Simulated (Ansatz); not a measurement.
## In₃As: moving As off its site

In₃As, Pm-3m, a = 4.602 Å. The structure is a Materials Project entry; whether it is the stable form wasn't checked. Ansatz: PBE+D3(BJ), PAW, 420 eV, Γ-centred 10×10×10 mesh on 4 atoms, Gaussian smearing 0.15 eV; no spin polarisation.

```xyz
4
Lattice="4.6021 0.0000 0.0000 0.0000 4.6021 0.0000 0.0000 0.0000 4.6021" Properties=species:S:1:pos:R:3 pbc="T T T"
In    0.0000    2.3011    2.3011
In    2.3011    0.0000    2.3011
In    2.3011    2.3011    0.0000
As    0.0000    0.0000    0.0000
```

Atom 4 (As) moves by x along the unit vector (0.000, -0.707, -0.707), with its periodic images; all else is held. y is the free energy of the cell over the start, F the force along the path summed over the moved atoms. Symmetry makes y even in x.

| x (Å) | y (meV) | F (eV/Å) |
| --- | --- | --- |
| -0.3000 | -12.67 | -0.02 |
| -0.1500 | -5.09 | -0.06 |
| 0.0000 | 0.00 | 0.00 |
| 0.0375 | -0.35 | 0.02 |
| 0.0750 | -1.38 | 0.04 |
| 0.1125 | -3.01 | 0.05 |
| 0.1875 | -7.40 | 0.06 |
| 0.2250 | -9.66 | 0.06 |
| 0.2625 | ? | ? |

Q: Fit y = c2 x² + c4 x⁴ to the energies of the other rows, give the force constant, and predict energy and force of the missing row.

A: Least squares on the rows shown. y = −254.9 x² + 1267 x⁴. The force constant is 2 c2 = -0.510 eV/Å², negative: the site is a maximum along this line (for all images moving together, not for a lone atom). The force −dy/dx at the missing row is 0.04 eV/Å (computed 0.04). At x = 0.2625 the fit asked for gives -11.55 meV. The run gave -11.55 meV, the same to the digits shown.

Cost: 9 runs of about 4.8 core-minutes in all, on Intel Xeon 6975P-C (Granite Rapids) (shared hosts).